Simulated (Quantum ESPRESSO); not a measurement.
## Kohn-Sham bands of HfC (rock salt)

```yaml
crystal:
  lattice:
    - [0.00000, 2.31714, 2.31714]
    - [2.31714, 0.00000, 2.31714]
    - [2.31714, 2.31714, 0.00000]
  atoms:
    - { symbol: Hf, position: [0.00000, 0.00000, 0.00000] }
    - { symbol: C, position: [0.50000, 0.50000, 0.50000] }
```

Cell from Materials Project (mp-21075), symmetrised, no further relaxation. COD (Crystallography Open Database) has an entry of this formula and space group (matched by these alone). Computed values, not measurements, from LDA: Quantum ESPRESSO (norm-conserving PseudoDojo potentials, cutoff 66 Ry, no spin polarisation, no spin-orbit coupling) on a Γ-centred 10×10×10 mesh, then Wannier90. Density: 12×12×12 mesh, cold smearing 0.01 Ry. Spin-orbit coupling is left out although heavy elements are present.

List the Kohn-Sham levels between −8 and 3.0 eV relative to the Fermi level at the high-symmetry points, as a band run of pw.x on that density gives them (levels within 2 meV counted together).


```tsv
point	k (reciprocal lattice)	levels (eV)
Γ	0.000 0.000 0.000	1.01 (×3), 1.28 (×3)
X	0.500 0.000 0.500	-2.57, -1.89, -0.08 (×2)
U	0.625 0.250 0.625	-3.56, -2.72, -1.68, 1.52
K	0.375 0.375 0.750	-3.56, -2.72, -1.68, 1.52
L	0.500 0.500 0.500	-6.23, -3.07 (×2)
W	0.500 0.250 0.750	-3.06, -2.73 (×2)
```
